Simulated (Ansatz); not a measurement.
**Ti6O: pressure against volume**

Ti6O, P-31m, a = 5.052 Å, c = 4.690 Å. The structure is a COD entry; whether it is the stable form wasn't checked. Ansatz: PBEsol, PAW, 420 eV, Γ-centred 12×12×8 mesh on 7 atoms, Gaussian smearing 0.10 eV; no spin polarisation. Shape and atoms are relaxed at each volume; pressure is positive in compression.

```
V (Å³/atom) P (GPa)
     13.036    23.15
     13.480        ?
     13.924     9.91
     14.369     4.58
     14.813    -0.03
     15.258    -4.02
     15.702    -7.45
     16.294   -11.31
```

Task: Take V0 = 14.813 Å³/atom, count pressures from its P0 = -0.03 GPa, fit the third-order Birch–Murnaghan form to the other rows, and predict the missing pressure.

Result: With the Eulerian strain f = ½[(V0/V)^(2/3) − 1] and y = (P − P0)/[3f(1 + 2f)^(5/2)], the form is the line y = B0 + 1.5 B0 (B0′ − 4) f. Rows (f, y): 0.04446, 140.5; 0.02106, 141.9; 0.01025, 142.5; -0.00977, 143.0; -0.01906, 143.0; -0.03078, 143.2. Means f = 0.002693, y = 142.35; Σ(Δf)² = 0.003888, ΣΔfΔy = -0.1351; the slope is their ratio. y = 142.4 − 34.75 f GPa, so B0 = 142.4 GPa and B0′ = 4 + 2 × (-34.75)/(3 × 142.4) = 3.84. At V = 13.480, f = 0.03244, y = 141.27 and P = 16.06 GPa. The run gave 16.05 GPa, so the fit is 0.01 GPa too high, within the rms miss on the fitted rows (0.03 GPa).

Spin polarisation was left out, and a magnetic state may lie lower.